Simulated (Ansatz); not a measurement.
GaAs:
```
GaAs
1.0
    0.00000     2.87253     2.87253
    2.87253     0.00000     2.87253
    2.87253     2.87253     0.00000
Ga As
1 1
Direct
  0.00000   0.00000   0.00000
  0.75000   0.75000   0.75000
```

This is the PBE-relaxed structure.

Problem. All from PBE in the plane-wave PAW code Ansatz, unless another level is named. Predict the band gap.

Solution. 0.16 eV (direct).

Problem. Predict the electron effective mass.

Solution. 0.010 mₑ (isotropic).

Problem. What about the hole effective mass, band 2 of 3 at the edge?

Solution. 0.37 along [100], 0.37 along [110], 0.85 along [111] (mₑ).

Problem. What about the valence-band maximum?

Solution. at Γ.

Space group F-43m (zinc blende). The PBE relaxation kept the symmetry of its start. Scalar-relativistic: spin–orbit coupling is off unless named, which matters more the heavier the elements.

Potentials: the earlier of the program's two PAW sets.
